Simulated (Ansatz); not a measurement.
Structure types of Pb were relaxed at one common pressure (all-electron LAPW in Ansatz 0.2.0 under LDA, scalar-relativistic, no spin polarisation, zero temperature). They take these volumes:

| type | space group | V (Å³/atom) |
| --- | --- | --- |
| fcc | Fm-3m | 17.31 |
| bcc | Im-3m | 17.19 |
| hcp | P6_3/mmc | 17.23 |
| omega | P6/mmm | 17.32 |
| diamond | Fd-3m | 21.29 |
| sc | Pm-3m | 18.24 |

Task: At about which pressure, and is the densest type also the lowest in enthalpy?

Result: 97 GPa. The densest is bcc, and it is 7 meV/atom above hcp: its gain in pV doesn't pay for its higher energy here.
